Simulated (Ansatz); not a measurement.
BC5:
Space group P3m1 (No. 156); a = b = 2.5453 Å, c = 6.3707 Å, α = β = 90.00°, γ = 120.00°

```csv
atom,site,symmetry,x,y,z
B,1a,3m.,0.0000,0.0000,0.0038
C,1b,3m.,0.3333,0.6667,0.1110
C,1b,3m.,0.3333,0.6667,0.3460
C,1c,3m.,0.6667,0.3333,0.4288
C,1c,3m.,0.6667,0.3333,0.6718
C,1a,3m.,0.0000,0.0000,0.7509
```

Relaxed at zero pressure with r²SCAN (plane waves, PAW; program Ansatz).

Problem. The volume is raised by 6 % and shape and atoms relax at that volume. What pressure results, and how do the axes share the change?

Solution. -20.3 GPa; a 2.0 %, b 2.0 %, c 1.8 %; the energy rises by 24 meV/atom.

Problem. Give the new structure.

Solution. 
Space group P3m1 (No. 156); a = 2.597 Å, b = 2.597 Å, c = 6.487 Å, α = 90.00°, β = 90.00°, γ = 120.00°

```tsv
atom	site	symmetry	x	y	z
B	1a	3m.	0.0000	0.0000	0.0042
C	1b	3m.	0.3333	0.6667	0.1116
C	1b	3m.	0.3333	0.6667	0.3456
C	1c	3m.	0.6667	0.3333	0.4289
C	1c	3m.	0.6667	0.3333	0.6713
C	1a	3m.	0.0000	0.0000	0.7508
```

The phase is kept; no other phase was compared at this pressure.

The start of the workflow was typed in or built on a structure type; the Crystallography Open Database copy checked does not list it. Its standing as an ambient phase is unchecked. The cell was relaxed with r²SCAN under the symmetry of its start; whether a distortion lowers the energy is not shown. Its formation energy is positive at this level, so the cell may be metastable or incomplete.

Potentials: the earlier of the program's two PAW sets.
